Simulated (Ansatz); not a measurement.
IrC:
```yaml
crystal:
  lattice:
    - [0.00000, 2.19729, 2.19729]
    - [2.19729, 0.00000, 2.19729]
    - [2.19729, 2.19729, 0.00000]
  atoms:
    - { symbol: Ir, position: [0.00000, 0.00000, 0.00000] }
    - { symbol: C, position: [0.50000, 0.50000, 0.50000] }
```

Relaxed with PBE. Special points in fractions of this cell's reciprocal vectors: Γ (0.000, 0.000, 0.000); X (0.500, 0.000, 0.500); U (0.625, 0.250, 0.625); K (0.375, 0.375, 0.750); L (0.500, 0.500, 0.500); W (0.500, 0.250, 0.750).

Question: List the band energies nearest the Fermi level at these points for DFT-PBE with spin–orbit coupling in the program Ansatz with PAW potentials.

Answer: In eV from the Fermi level; about four levels below and three above (degenerate sets whole), none deeper than 8.9 eV; … stands for higher levels left out; points with the same levels are listed once.

```csv
k,below,above
Γ,-0.53 -0.53 -0.53 -0.53,…
X,-1.05 -1.05 -0.22 -0.22,2.52 2.52 …
U,-2.44 -2.44 -1.24 -1.24,0.13 0.13 2.07 2.07
L,-1.57 -1.57 -1.38 -1.38,0.23 0.23 5.61 5.61
W,-0.83 -0.83 -0.39 -0.39,1.11 1.11 2.03 2.03
```

Space group Fm-3m (rock salt). The start of the workflow was typed in or built on a structure type; neither database checked (COD, Materials Project) lists it. Its standing as an ambient phase is unchecked. The cell was relaxed with PBE under the symmetry of its start; its stability against distortions is not shown here. The run is not spin-polarised. Its formation energy is positive at this level, so the cell may be metastable or incomplete.

Potentials: the earlier of the program's two PAW sets.
